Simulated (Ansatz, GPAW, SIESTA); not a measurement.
## In3As: 3 runs at one level of theory

```
In As
1.0
     4.67168    0.00000    0.00000
     0.00000    4.67168    0.00000
     0.00000    0.00000    4.67168
In As
3 1
Direct
  0.50000 0.50000 0.00000
  0.50000 0.00000 0.50000
  0.00000 0.50000 0.50000
  0.00000 0.00000 0.00000
```

The cell comes from a database or a generator and needn't be the stable form of this composition.

Alike in all runs: task band structure; functional PBEsol; k mesh 6 × 6 × 6; occupations fermi-dirac, width 0.05 eV; no spin polarisation; no spin-orbit coupling. Pressure is positive in compression and, in plane waves, holds the error of the finite cutoff.

| program and potentials | plane-wave cutoff (eV) | notes | pressure (GPa) |
| --- | --- | --- | --- |
| GPAW, PAW data sets generated for this functional | 600 | 11 valence electrons an atom on average | -2.67 |
| Ansatz, all-electron LAPW, scalar-relativistic | - | - | -2.38 |
| SIESTA, files PseudoDojo sr-pbesol-0.4.1-standard, DZP (energy shift 0.003 Ry; two zetas on semicore shells) | - | atomic basis; 13.5 valence electrons an atom on average | -1.46 |

The pressure spans -2.67 (GPAW, PAW data sets generated for this functional) to -1.46 GPa (SIESTA, files PseudoDojo sr-pbesol-0.4.1-standard, DZP (energy shift 0.003 Ry; two zetas on semicore shells)), with all-electron results at -2.38. Rows in atomic bases carry the error of their basis and grid, which can be large.

The functional is the same throughout but for its coding, so the spread measures potentials, basis and numerics; runs on potential files found faulty are left out.
